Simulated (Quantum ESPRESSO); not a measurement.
pw.x input (Quantum ESPRESSO 7.5; PBEsol, PseudoDojo standard norm-conserving files, scalar-relativistic):

```
&CONTROL
  calculation = 'scf'
  pseudo_dir = './pseudo'
  outdir = './out'
  tprnfor = .true.
  tstress = .true.
/
&SYSTEM
  ibrav = 0
  nat = 4
  ntyp = 3
  ecutwfc = 84.0
  ecutrho = 336.0
  occupations = 'smearing'
  smearing = 'fd'
  degauss = 0.002
  nbnd = 25
/
&ELECTRONS
  conv_thr = 4e-10
/
ATOMIC_SPECIES
O 15.9990 O.upf
Mg 24.3050 Mg.upf
Zn 65.3800 Zn.upf
CELL_PARAMETERS angstrom
  3.262521012099   0.000000000000   0.000000000000
 -1.631260506049   2.825426076858   0.000000000000
  0.000000000000   0.000000000000   5.119981475000
ATOMIC_POSITIONS crystal
O   0.333333333000   0.666666667000   0.884961743000
O   0.666666666333   0.333333333667   0.388132246700
Mg   0.333333333000   0.666666667000   0.496180979700
Zn   0.666666666333   0.333333333667   0.002715030600
K_POINTS automatic
9 9 6 0 0 0
```

End of the output:

```

[...]
     the Fermi energy is     8.2124 ev
!    total energy              =    -602.66615585 Ry
     estimated scf accuracy    <          3.5E-10 Ry
     smearing contrib. (-TS)   =      -0.00000000 Ry
     internal energy E=F+TS    =    -602.66615585 Ry
     The total energy is F=E-TS. E is the sum of the following terms:
     one-electron contribution =    -429.48431374 Ry
     hartree contribution      =     226.07880219 Ry
     xc contribution           =     -76.86358536 Ry
     ewald contribution        =    -322.39705894 Ry
     convergence has been achieved in  10 iterations
     Forces acting on atoms (cartesian axes, Ry/au):
     atom    1 type  1   force =     0.00000000    0.00000000   -0.00010443
     atom    2 type  1   force =     0.00000000    0.00000000    0.00000893
     atom    3 type  2   force =     0.00000000    0.00000000   -0.00000636
     atom    4 type  3   force =     0.00000000    0.00000000    0.00010186
     Total force =     0.000146     Total SCF correction =     0.000005
     Computing stress (Cartesian axis) and pressure
          total   stress  (Ry/bohr**3)                   (kbar)     P=       -0.16
  -0.00000071   0.00000000   0.00000000           -0.11        0.00        0.00
   0.00000000  -0.00000071  -0.00000000            0.00       -0.11       -0.00
   0.00000000  -0.00000000  -0.00000181            0.00       -0.00       -0.27
```
In a gapped system the printed Fermi energy is only some level inside the gap.

Geometry relaxed with PBEsol.
